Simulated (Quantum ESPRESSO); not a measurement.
# In4Ru3Ti: input and log of a self-consistent run

Computed values, not a measurement. The program is pw.x of Quantum ESPRESSO 7.5 (plane-wave density functional theory). The cell is made up: eight metal atoms on a hexagonal close-packed lattice, with elements, volume, strain and displacements drawn at random and not relaxed, so it may be unstable or far from any real phase. PseudoDojo standard norm-conserving files set the functional (PBE unless stated); there is no spin polarisation or spin-orbit coupling, the Fermi-Dirac width of 0.25 eV means electrons at about 2900 K, and the masses in the input are unused placeholders. A spin test at this wide smearing found no moment, but such smearing suppresses magnetism that the real alloy may have.

Input:

```
&control calculation='scf', pseudo_dir='./dojo.nc.sr.pbe.v0_5.standard.upf', outdir='./o', disk_io='minimal', tprnfor=.true., tstress=.true. /
&system ibrav=0, nat=8, ntyp=3, nbnd=69, ecutwfc=84.00895049, nosym=.true., tot_charge=0,
 occupations='smearing', smearing='fd', degauss=0.0183746611
/
&electrons conv_thr=1.470e-08, electron_maxstep=70, mixing_beta=0.5 /
ATOMIC_SPECIES
In 1.0 In.upf
Ru 1.0 Ru.upf
Ti 1.0 Ti.upf
CELL_PARAMETERS angstrom
4.5289 -2.5801 0.0016
-3.0202 0.0015 -4.9324
2.9543 5.0478 0.038
ATOMIC_POSITIONS angstrom
In -0.0542 -0.0103 0.0644
Ru 1.4173 2.5397 0.0424
In -0.0088 1.6828 -2.4985
Ru 1.4063 4.1987 -2.406
Ru 2.9836 -0.0135 0.0999
Ti 4.4035 2.4561 -0.0115
In 1.5002 -0.8203 -2.4901
In 3.0332 1.6506 -2.5243
K_POINTS automatic
5 5 4 1 1 1
```

The log is shortened where brackets say so; the opening notice, blank lines, dates and the lines on written files are dropped, and the path of the files is cut. It prints rydbergs, bohrs and kilobars, and counts compression as positive stress. Its total energy is the free energy E - TS of the whole cell.

```
     Program PWSCF v.7.5
     Parallel version (MPI & OpenMP), running on       4 processor cores
     Number of MPI processes:                 4
     Threads/MPI process:                     1
     [start-up lines left out]
     bravais-lattice index     =            0
     lattice parameter (alat)  =       9.8498  a.u.
     unit-cell volume          =    1012.4926 (a.u.)^3
     number of atoms/cell      =            8
     number of atomic types    =            3
     number of electrons       =       112.00
     number of Kohn-Sham states=           69
     kinetic-energy cutoff     =      84.0090  Ry
     charge density cutoff     =     336.0358  Ry
     scf convergence threshold =      1.5E-08
     mixing beta               =       0.5000
     number of iterations used =            8  plain     mixing
     Exchange-correlation= PBE
                           (   1   4   3   4   0   0   0)
     [axes and pseudopotential details left out]
   Cartesian axes
     site n.     atom                  positions (alat units)
         1        In     tau(   1) = (  -0.0103985  -0.0019761   0.0123554  )
         2        Ru     tau(   2) = (   0.2719156   0.4872533   0.0081346  )
         3        In     tau(   3) = (  -0.0016883   0.3228530  -0.4793488  )
         4        Ru     tau(   4) = (   0.2698052   0.8055401  -0.4616023  )
         5        Ru     tau(   5) = (   0.5724175  -0.0025900   0.0191663  )
         6        Ti     tau(   6) = (   0.8448320   0.4712142  -0.0022063  )
         7        In     tau(   7) = (   0.2878203  -0.1573784  -0.4777373  )
         8        In     tau(   8) = (   0.5819335   0.3166753  -0.4842987  )
     number of k points=    50  Fermi-Dirac smearing, width (Ry)=  0.0184
                       cart. coord. in units 2pi/alat
        k(    1) = (   0.1421276   0.0473413  -0.1926873), wk =   0.0400000
        k(    2) = (   0.2526543   0.2413090  -0.2603058), wk =   0.0400000
     [further k points left out]
     Dense  grid:   105325 G-vectors     FFT dimensions: (  60,  64,  72)
     Estimated max dynamical RAM per process >     353.07 MB
     Estimated total dynamical RAM >       1.30 GB
     Initial potential from superposition of free atoms
     starting charge     111.9805, renormalised to     112.0000
     Starting wfcs are   76 randomized atomic wfcs
     total cpu time spent up to now is        5.2 secs
     per-process dynamical memory:   284.9 Mb
     Self-consistent Calculation
     iteration #  1     ecut=    84.01 Ry     beta= 0.50
     Davidson diagonalization with overlap
     ethr =  1.00E-02,  avg # of iterations =  3.5
     Threshold (ethr) on eigenvalues was too large:
     Diagonalizing with lowered threshold
     Davidson diagonalization with overlap
     ethr =  7.66E-04,  avg # of iterations =  1.7
     total cpu time spent up to now is       23.5 secs
     total energy              =   -1256.30777272 Ry
     estimated scf accuracy    <       0.91668714 Ry
     iteration #  2     ecut=    84.01 Ry     beta= 0.50
     Davidson diagonalization with overlap
     ethr =  8.18E-04,  avg # of iterations =  5.3
     total cpu time spent up to now is       34.7 secs
     total energy              =   -1256.32813637 Ry
     estimated scf accuracy    <       6.28647668 Ry
     iteration #  3     ecut=    84.01 Ry     beta= 0.50
     Davidson diagonalization with overlap
     ethr =  8.18E-04,  avg # of iterations =  3.4
     total cpu time spent up to now is       45.1 secs
     total energy              =   -1256.70171805 Ry
     estimated scf accuracy    <       0.57611576 Ry
     iteration #  4     ecut=    84.01 Ry     beta= 0.50
     Davidson diagonalization with overlap
     ethr =  5.14E-04,  avg # of iterations =  3.6
     total cpu time spent up to now is       54.2 secs
     total energy              =   -1256.70809522 Ry
     estimated scf accuracy    <       0.39411932 Ry
     iteration #  5     ecut=    84.01 Ry     beta= 0.50
     Davidson diagonalization with overlap
     ethr =  3.52E-04,  avg # of iterations =  3.2
     total cpu time spent up to now is       63.0 secs
     total energy              =   -1256.74048218 Ry
     estimated scf accuracy    <       0.32889869 Ry
     [iterations 6 to 9 left out]
     iteration # 10     ecut=    84.01 Ry     beta= 0.50
     Davidson diagonalization with overlap
     ethr =  1.54E-06,  avg # of iterations =  1.1
     total cpu time spent up to now is      107.1 secs
     total energy              =   -1256.76213668 Ry
     estimated scf accuracy    <       0.00003442 Ry
     iteration # 11     ecut=    84.01 Ry     beta= 0.50
     Davidson diagonalization with overlap
     ethr =  3.07E-08,  avg # of iterations =  4.3
     total cpu time spent up to now is      117.0 secs
     total energy              =   -1256.76214180 Ry
     estimated scf accuracy    <       0.00001200 Ry
     iteration # 12     ecut=    84.01 Ry     beta= 0.50
     Davidson diagonalization with overlap
     ethr =  1.07E-08,  avg # of iterations =  2.0
     total cpu time spent up to now is      125.8 secs
     total energy              =   -1256.76214269 Ry
     estimated scf accuracy    <       0.00000018 Ry
     iteration # 13     ecut=    84.01 Ry     beta= 0.50
     Davidson diagonalization with overlap
     ethr =  1.64E-10,  avg # of iterations =  5.0
     total cpu time spent up to now is      138.3 secs
     total energy              =   -1256.76214277 Ry
     estimated scf accuracy    <       0.00000006 Ry
     iteration # 14     ecut=    84.01 Ry     beta= 0.50
     Davidson diagonalization with overlap
     ethr =  4.99E-11,  avg # of iterations =  2.0
     total cpu time spent up to now is      147.3 secs
     End of self-consistent calculation
     [lines on levels left out]
!    total energy              =   -1256.76214277 Ry
     estimated scf accuracy    <       0.00000001 Ry
     smearing contrib. (-TS)   =      -0.11929436 Ry
     internal energy E=F+TS    =   -1256.64284841 Ry
     The total energy is F=E-TS. E is the sum of the following terms:
     one-electron contribution =    -301.64199269 Ry
     hartree contribution      =     231.30140459 Ry
     xc contribution           =    -280.24373987 Ry
     ewald contribution        =    -906.05852044 Ry
     convergence has been achieved in  14 iterations
     Forces acting on atoms (cartesian axes, Ry/au):
     atom    1 type  1   force =     0.02469667    0.00151942   -0.03524613
     atom    2 type  2   force =     0.00036648    0.01186098   -0.01357330
     atom    3 type  1   force =    -0.01776395    0.01588889    0.00805067
     atom    4 type  2   force =     0.00696743   -0.00588791    0.00034473
     atom    5 type  2   force =    -0.00212253    0.00245837   -0.01570922
     atom    6 type  3   force =     0.00544160   -0.01675449    0.00288812
     atom    7 type  1   force =     0.00246693   -0.01881234    0.00516318
     atom    8 type  1   force =    -0.02005263    0.00972708    0.04808196
     Total force =     0.081652     Total SCF correction =     0.000305
     Computing stress (Cartesian axis) and pressure
          total   stress  (Ry/bohr**3)                   (kbar)     P=      -53.03
  -0.00033591   0.00000192  -0.00013359          -49.41        0.28      -19.65
   0.00000192  -0.00034073  -0.00016014            0.28      -50.12      -23.56
  -0.00013359  -0.00016014  -0.00040486          -19.65      -23.56      -59.56
     init_run     :      4.97s CPU      5.12s WALL (       1 calls)
     electrons    :    139.31s CPU    142.06s WALL (       1 calls)
     forces       :      1.31s CPU      1.32s WALL (       1 calls)
     stress       :      4.30s CPU      4.30s WALL (       1 calls)
     [timing details left out]
     PWSCF        :   2m29.99s CPU   2m32.95s WALL
     JOB DONE.
```

In other units: free energy -17099.120 eV for the cell, pressure -5.30 GPa, largest force component 1.236 eV/Å in size. The run took 155 s of wall time with four MPI processes on a shared machine (AMD EPYC, Zen 5, virtual cores), so the time is rough. A rerun of this cell at a higher cutoff and on a denser mesh moved values by no more than 0.002 eV in energy, 0.03 GPa in stress and 0.005 eV/Å in force, and a second program with other atomic files agreed on that cell to 2 % rms in force and 0.5 GPa in pressure.